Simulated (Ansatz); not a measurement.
TaW (rock salt, Fm-3m), a = b = c = 5.313 Å, α = β = γ = 90.00°; the cell used has 2 atoms.

Relaxed with PBEsol.

### Question
Decompose the optical modes at the zone centre into irreducible representations, and say which are infrared and Raman allowed.

### Answer
Point group m-3m: Γ_opt = T1u. Infrared: T1u. Raman: none.

### Question
Assign frequencies (DFPT, DFT-PBEsol in the program Ansatz with PAW potentials).

### Answer
T1u 226 cm⁻¹.

The start of the workflow was typed in or built on a structure type; neither database checked (COD, Materials Project) lists it. Whether it is the stable phase at ambient conditions was not checked. Symmetry was held in the PBEsol relaxation. At this level the phase is mechanically unstable. The run is not spin-polarised. Its formation energy is positive at this level, so the cell may be metastable or incomplete. As this level gives no gap, phonon frequencies hold no LO–TO term and depend on the k-mesh and smearing (Fermi–Dirac, 0.1 eV here). Spin–orbit coupling is left out wherever it is not named.

Potentials: the earlier of the program's two PAW sets. The files were generated under PBE; for other functionals the program regenerates the frozen cores, and for LDA and PBEsol the local potential too.
